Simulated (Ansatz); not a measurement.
Ru (dhcp (α-La type), P6_3/mmc) at seven volumes, r²SCAN (plane waves, PAW; program Ansatz), shape and atoms relaxed at each. One row is withheld.

```json
[
 {"V (Å³/atom)": "12.343", "P (GPa)": "39.40"},
 {"V (Å³/atom)": "12.750", "P (GPa)": "23.95"},
 {"V (Å³/atom)": "13.157", "P (GPa)": "10.94"},
 {"V (Å³/atom)": "13.564", "P (GPa)": "0.00"},
 {"V (Å³/atom)": "13.971", "P (GPa)": "?"},
 {"V (Å³/atom)": "14.378", "P (GPa)": "-16.90"},
 {"V (Å³/atom)": "14.785", "P (GPa)": "-23.34"}
]
```

Q: Fit the shown pressures and predict the withheld one.

A: P = (3/2)B₀(x^(7/2) − x^(5/2))[1 + (3/4)(B′ − 4)(x − 1)] with x = (V₀/V)^(2/3). Least squares on the six rows gives V₀ = 13.565 Å³/atom, B₀ = 333 GPa, B′ = 4.78. At V = 13.971, x = 0.9805 and P = -9.15 GPa. The run itself gave -9.19 GPa.

The start of the workflow was typed in or built on a structure type. Its sites differ from those of the usual phase in this space group: another stacking or structure type. The r²SCAN relaxation kept the symmetry of its start; whether a distortion lowers the energy is not shown. No spin polarisation was allowed.

Potentials: the earlier of the program's two PAW sets.
